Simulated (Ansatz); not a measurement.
InP:
```yaml
crystal:
  lattice:
    - [4.14878, 0.00000, 0.00000]
    - [-2.07439, 3.59295, 0.00000]
    - [0.00000, 0.00000, 6.80899]
  atoms:
    - { symbol: In, position: [0.66667, 0.33333, 0.50021] }
    - { symbol: In, position: [0.33333, 0.66667, 0.00021] }
    - { symbol: P, position: [0.66667, 0.33333, 0.87479] }
    - { symbol: P, position: [0.33333, 0.66667, 0.37479] }
```

x, y and z are the axes in which the lattice vectors are written.

Q: Give the proper piezoelectric stress tensor with relaxed ions from DFT-PBEsol in the program Ansatz with PAW potentials.

A: In C/m², rows x, y, z, Voigt columns; mesh uncertainty up to 0.01.
```
 0.00   0.00   0.00   0.00  -0.03   0.00
 0.00   0.00   0.00  -0.03   0.00   0.00
-0.08  -0.08   0.02   0.00   0.00   0.00
```

The elastic tensor of the same run (GPa):

```
 113  48.9  36.8   0.0   0.0   0.0
48.9   113  36.8   0.0   0.0   0.0
36.8  36.8   130   0.0   0.0   0.0
 0.0   0.0   0.0  26.3   0.0   0.0
 0.0   0.0   0.0   0.0  26.3   0.0
 0.0   0.0   0.0   0.0   0.0  31.8
```

Q: Convert to strain constants d = e·S.

A: In pC/N:
```
 0.0   0.0   0.0   0.0  -1.2   0.0
 0.0   0.0   0.0  -1.2   0.0   0.0
-0.6  -0.6   0.5   0.0   0.0   0.0
```

Space group P6_3mc (wurtzite). The workflow started from a Materials Project entry (that database holds measured and hypothetical structures alike); the Crystallography Open Database copy checked does not list it. It is not the phase usual at ambient conditions (space group No. 216). The cell was relaxed with PBEsol under the symmetry of its start; whether a distortion lowers the energy is not shown.

Potentials: the later of the program's two PAW sets.
